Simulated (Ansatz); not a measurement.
According to DFT-PBEsol in the program Ansatz with PAW potentials, GaAs in the hexagonal phase (P6_422; Ga on 3c, As on 3d) relaxes to a = 4.018 Å, c = 8.781 Å. Its formation energy from the elements is -0.15 eV/atom, with no fitted shifts.

Electronic character: no gap, with almost no states at the Fermi level (zero-gap or semimetallic).

The bulk modulus is 73.9 GPa.

The start of the workflow was typed in or built on a structure type; neither database checked (COD, Materials Project) lists it. It is not the phase usual at ambient conditions (space group No. 216). Symmetry was held in the PBEsol relaxation; whether a distortion lowers the energy is not shown. The references are the lowest solids computed at this level, not always the standard phases. Spin–orbit coupling is left out wherever it is not named.

Potentials: the later of the program's two PAW sets.
